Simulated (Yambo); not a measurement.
# Optical response of K$_{2}$BrOH

```
CELL_PARAMETERS angstrom
      6.83197     0.00000     0.00000
      0.00000     4.31705     0.00000
     -2.67617     0.00000     8.16601
ATOMIC_POSITIONS crystal
  H  0.16382 0.25000 0.78867
  H  0.83618 0.75000 0.21133
  O  0.31419 0.25000 0.82719
  O  0.68581 0.75000 0.17281
  K  0.29089 0.75000 0.03545
  K  0.70911 0.25000 0.96455
  K  0.70577 0.25000 0.38377
  K  0.29423 0.75000 0.61623
  Br 0.18058 0.25000 0.30009
  Br 0.81942 0.75000 0.69991
```

Yambo, RPA with local fields on LDA bands; 4×4×2 mesh, 173 bands, 3 Ry local-field block, 0.2 eV broadening; field along z.

| E (eV) | Im ε | Re ε | Im ε, independent particles |
|---|---|---|---|
| 0.0 | 0.00 | 2.42 | 0.00 |
| 0.4 | 0.00 | 2.43 | 0.00 |
| 0.8 | 0.01 | 2.44 | 0.01 |
| 1.1 | 0.01 | 2.45 | 0.02 |
| 1.5 | 0.02 | 2.48 | 0.02 |
| 1.9 | 0.02 | 2.52 | 0.03 |
| 2.2 | 0.03 | 2.57 | 0.04 |
| 2.6 | 0.05 | 2.65 | 0.06 |
| 3.0 | 0.09 | 2.76 | 0.11 |
| 3.4 | 0.26 | 2.84 | 0.30 |
| 3.8 | 0.36 | 2.93 | 0.41 |
| 4.1 | 0.39 | 2.92 | 0.46 |
| 4.5 | 0.60 | 3.03 | 0.71 |
| 4.9 | 0.74 | 2.96 | 0.90 |
| 5.2 | 0.93 | 3.07 | 1.18 |
| 5.6 | 1.33 | 3.07 | 1.77 |
| 6.0 | 1.63 | 2.83 | 2.17 |
| 6.4 | 1.72 | 2.43 | 2.35 |
| 6.8 | 1.54 | 2.37 | 2.52 |
| 7.1 | 2.04 | 2.09 | 3.11 |
| 7.5 | 1.69 | 1.71 | 2.53 |
| 7.9 | 1.54 | 1.59 | 2.10 |
| 8.2 | 1.34 | 1.61 | 1.88 |
| 8.6 | 1.29 | 1.71 | 1.94 |
| 9.0 | 1.43 | 1.76 | 2.20 |
| 9.4 | 1.44 | 1.64 | 2.26 |
| 9.8 | 1.51 | 1.61 | 2.49 |
| 10.1 | 1.67 | 1.62 | 2.54 |
| 10.5 | 1.81 | 1.35 | 1.96 |
| 10.9 | 1.86 | 1.04 | 1.67 |
| 11.2 | 1.72 | 0.54 | 1.27 |
| 11.6 | 1.17 | 0.43 | 0.92 |
| 12.0 | 0.97 | 0.53 | 0.77 |
| 12.4 | 0.81 | 0.60 | 0.71 |
| 12.8 | 0.70 | 0.69 | 0.69 |
| 13.1 | 0.55 | 0.79 | 0.60 |
| 13.5 | 0.54 | 0.98 | 0.74 |
| 13.9 | 0.59 | 0.99 | 0.77 |
| 14.2 | 0.58 | 1.03 | 0.80 |
| 14.6 | 0.61 | 1.07 | 0.84 |
| 15.0 | 0.58 | 1.08 | 0.75 |
| 15.4 | 0.62 | 1.16 | 0.74 |
| 15.8 | 0.66 | 1.09 | 0.64 |
| 16.1 | 0.60 | 1.11 | 0.65 |
| 16.5 | 0.63 | 1.15 | 0.63 |
| 16.9 | 0.64 | 1.14 | 0.76 |
| 17.2 | 0.66 | 1.15 | 0.92 |
| 17.6 | 0.70 | 1.14 | 1.08 |
| 18.0 | 0.71 | 1.12 | 1.22 |
| 18.4 | 0.73 | 1.13 | 1.23 |
| 18.8 | 0.76 | 1.07 | 1.39 |
| 19.1 | 0.77 | 1.04 | 1.40 |
| 19.5 | 0.72 | 0.98 | 1.21 |
| 19.9 | 0.70 | 0.99 | 1.37 |

Peak heights and small wiggles depend on the k mesh. Convergence of the RPA response with its 4×4×2 mesh was not tested. No excitonic effects at this level.

Spin-orbit coupling is not included.

Geometry of the Materials Project entry, not relaxed at this level.

The structure is a Materials Project entry; no match was found in the copy of COD used, and its stability was not checked.
